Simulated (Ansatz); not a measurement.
MnS in space group I-4m2 (No. 119; Mn on 2a, S on 2c), plane-wave PAW r²SCAN (Ansatz code). The conduction-band minimum lies on the X–M line, 84 % of the way from X, with 4 equivalent valleys. Second derivatives d²E/dk² of the lowest band at one valley (eV·Å²), along Cartesian directions:

| direction | d²E/dk² |
|---|---|
| [100] | 2.587 |
| [010] | 5.424 |
| [001] | 6.369 |
| [110] | 4.012 |
| [101] | 4.480 |
| [011] | 5.901 |

Task: Find the principal effective masses, the density-of-states mass and the conductivity mass.

Result: Off-diagonal terms follow from H_xy = H[110] − (H_xx + H_yy)/2, and m*/mₑ = 7.620 eV·Å² over each eigenvalue: 1.2, 1.4, 2.9. One valley's DOS mass (m₁m₂m₃)^(1/3) = 1.7, conductivity mass 3/(Σ 1/mᵢ) = 1.6 mₑ.

Task: What effective density of states Nc follows at 300 K for parabolic valleys?

Result: Nc = 2.509e19 × 4 × (1.7)^(3/2) ≈ 2.2e20 cm⁻³.

The workflow started from an entry of the Crystallography Open Database (COD); the relaxed space group is not among those it files for this formula. COD files the formula under space group No. 186, 216, 225, so this cell is another polymorph or a model. Its standing as an ambient phase is unchecked. Symmetry was held in the r²SCAN relaxation, as lowered by the spin order; whether a distortion lowers the energy is not shown. Spin order of the final state: antiferromagnetic, chosen from 3 collinear starts compared on coarse meshes (ties went to the first, and starts can fall back to one state), not a proven ground state. Other orbital occupations within this spin state were not tried. No Hubbard U is applied. Point labels and valley counts follow the cell and symmetry of the run, lower than the named group.

Potentials: the later of the program's two PAW sets.

Edges and masses are those of Kohn–Sham bands, whose gap is no quasiparticle gap.
